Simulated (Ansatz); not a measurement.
# NaAlBP₂H₃O₁₀: a run for the field gradients

```yaml
crystal:
  lattice:
    - [5.28306, -4.040257, 0.0]
    - [5.28306, 4.040257, 0.0]
    - [-4.135246, 0.0, 8.120551]
  atoms:
    - { symbol: Na, position: [0.869883, 0.130117, 0.25] }
    - { symbol: Na, position: [0.130117, 0.869883, 0.75] }
    - { symbol: Al, position: [0.5, 0.0, 0.5] }
    - { symbol: Al, position: [0.0, 0.5, 0.0] }
    - { symbol: B, position: [0.466256, 0.533744, 0.25] }
    - { symbol: B, position: [0.533744, 0.466256, 0.75] }
    - { symbol: H, position: [0.0, 0.5, 0.5] }
    - { symbol: H, position: [0.5, 0.0, 0.0] }
    - { symbol: H, position: [0.320127, 0.686178, 0.067039] }
    - { symbol: H, position: [0.313822, 0.679873, 0.432961] }
    - { symbol: H, position: [0.686178, 0.320127, 0.567039] }
    - { symbol: H, position: [0.679873, 0.313822, 0.932961] }
    - { symbol: P, position: [0.291921, 0.161457, 0.18113] }
    - { symbol: P, position: [0.838543, 0.708079, 0.31887] }
    - { symbol: P, position: [0.708079, 0.838543, 0.81887] }
    - { symbol: P, position: [0.161457, 0.291921, 0.68113] }
    - { symbol: O, position: [0.963889, 0.365255, 0.544721] }
    - { symbol: O, position: [0.634745, 0.036111, 0.955279] }
    - { symbol: O, position: [0.569524, 0.295982, 0.598705] }
    - { symbol: O, position: [0.704018, 0.430476, 0.901295] }
    - { symbol: O, position: [0.430476, 0.704018, 0.401295] }
    - { symbol: O, position: [0.295982, 0.569524, 0.098705] }
    - { symbol: O, position: [0.470304, 0.315863, 0.257347] }
    - { symbol: O, position: [0.684137, 0.529696, 0.242653] }
    - { symbol: O, position: [0.529696, 0.684137, 0.742653] }
    - { symbol: O, position: [0.315863, 0.470304, 0.757347] }
    - { symbol: O, position: [0.278062, 0.083844, 0.315552] }
    - { symbol: O, position: [0.916156, 0.721938, 0.184448] }
    - { symbol: O, position: [0.721938, 0.916156, 0.684448] }
    - { symbol: O, position: [0.083844, 0.278062, 0.815552] }
    - { symbol: O, position: [0.069401, 0.286636, 0.108497] }
    - { symbol: O, position: [0.713364, 0.930599, 0.391503] }
    - { symbol: O, position: [0.930599, 0.713364, 0.891503] }
    - { symbol: O, position: [0.286636, 0.069401, 0.608497] }
    - { symbol: O, position: [0.365255, 0.963889, 0.044721] }
    - { symbol: O, position: [0.036111, 0.634745, 0.455279] }
kpoints:
  mp_grid: { grid: [4, 4, 3] }
scf:
  occupations: { method: fermi_dirac, width: 0.02 }
  max_iter: 50
hamiltonian:
  xc: PBE-sol
  pseudopotentials: { kind: paw }
output:
  forces: true
  stress: true
  populations: true
  efg:
    quadrupole_moments_barn: { Na: 0.104, Al: 0.1466, B: 0.04059, H: 0.00285783, O: -0.02558 }
    contact_densities: true
```

```sh
ansatz run input.yaml --threads 1 --pin off --max-ram 2560MiB --backend cpu --events-out ev --progress --plain --runs-dir out
```

Problem. Does this calculation finish, and if not, why?

Solution. The program refused the input. The input holds an unknown functional. The program says:

```
Error: YAML parse error: error: line 49 column 7: hamiltonian.xc: unknown variant `PBE-sol`, expected one of `lda`, `lda-pw`, `pw92`, `pbe`, `pbesol`, `rpbe`, `revpbe`, `blyp`, `pbe0`, `revpbe0`, `b3lyp`, `b3lyp5`, `hse06`, `wpbeh`, `hiss`, `lc_wpbe`, `cam_b3lyp`, `hf`, `r2scan`, `r2scanh`, `r2scan0`, `r2scan50`, `mr2scan`
  --> <input>:49:7
   |
47 |   max_iter: 50
48 | hamiltonian:
49 |   xc: PBE-sol
   |       ^ hamiltonian.xc: unknown variant `PBE-sol`, expected one of `lda`, `lda-pw`, `pw92`, `pbe`, `pbesol`, `rpbe`, `revpbe`, `blyp`, `pbe0`, `revpbe0`, `b3lyp`, `b3lyp5`, `hse06`, `wpbeh`, `hiss`, `lc_wpbe`, `cam_b3lyp`, `hf`, `r2scan`, `r2scanh`, `r2scan0`, `r2scan50`, `mr2scan`
50 |   pseudopotentials: { kind: paw }
51 | output:
   |
```

Against a sound input the change was `hamiltonian.xc`: pbe → PBE-sol; `scf.max_iter`: not typed → 50.

With the sound settings the run converges and gives V_zz (10²¹ V/m²) Na 0.37 (η 0.51), Al -1.03 (η 0.37), B -0.16 (η 0.59), H7 0.46 (η 0.69), H9 3.49 (η 0.13), P 3.11 (η 0.48), among others; a site carries the number of its first atom in the input.
